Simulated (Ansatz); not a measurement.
# What DFT gives for YbNiI$_{4}$

```yaml
crystal:
  lattice:
    - [5.03365, 0.00000, 0.00000]
    - [2.51683, -9.41404, 0.00000]
    - [0.00000, 0.00000, -8.12861]
  atoms:
    - { symbol: I, position: [0.50000, 0.00000, 0.00000] }
    - { symbol: I, position: [0.50000, 0.00000, 0.50000] }
    - { symbol: I, position: [0.31600, 0.36800, 0.94900] }
    - { symbol: I, position: [0.68400, 0.63200, 0.44900] }
    - { symbol: I, position: [0.68400, 0.63200, 0.05100] }
    - { symbol: I, position: [0.31600, 0.36800, 0.55100] }
    - { symbol: Ni, position: [0.77400, 0.45200, 0.75000] }
    - { symbol: Ni, position: [0.22600, 0.54800, 0.25000] }
    - { symbol: Yb, position: [0.11900, 0.76200, 0.75000] }
    - { symbol: Yb, position: [0.88100, 0.23800, 0.25000] }
    - { symbol: I, position: [0.92700, 0.14600, 0.75000] }
    - { symbol: I, position: [0.07300, 0.85400, 0.25000] }
```

Level: PBE, no spin polarisation; 420 eV; 4×4×3 Γ-centred mesh; fermi-dirac occupations (width 0.1 eV); Ansatz 0.2.0, fixed geometry.

Q: Where is the largest force?

A: The largest is on I3 (and as large on other atoms): 1.92 eV/Å, components (0.00, -0.79, -1.75). It makes 10° with the line to a nearest neighbour, Ni8 at 2.98 Å, pointing towards it.

Q: What do density and ELF say about some of the short contacts?

A: Ni–I at 2.88 Å: least valence density 0.23 e/Å³ and ELF 0.25 there. I–I at 3.24 Å: least valence density 0.18 e/Å³ and ELF 0.18 there. Yb–I at 3.62 Å: least valence density 0.08 e/Å³ and ELF 0.06 there. These are pseudo-fields; inside the PAW spheres they differ from the all-electron ones.

Q: Is the cell too large or too small?

A: The pressure is 0.4 GPa (compression positive), so with the atoms held at these fractions the cell is close to zero pressure; the forces are large, so a full relaxation may end otherwise. The principal stresses -1.1, 0.7, 1.7 GPa differ, so its shape would change too.

Q: Metal or insulator?

A: It is a metal, with about 22 states/eV a cell as the mean within 0.25 eV of the Fermi level, mostly I p (50 %) and Ni d (44 %).

Origin: a known structure type with other elements, at an estimated volume, so it need not be a known compound. Caveats: no spin polarisation, so a magnetic state may lie lower; the k mesh is coarse if the cell is a metal; atoms or cell far from equilibrium; f levels without a U or exact exchange are poorly placed.
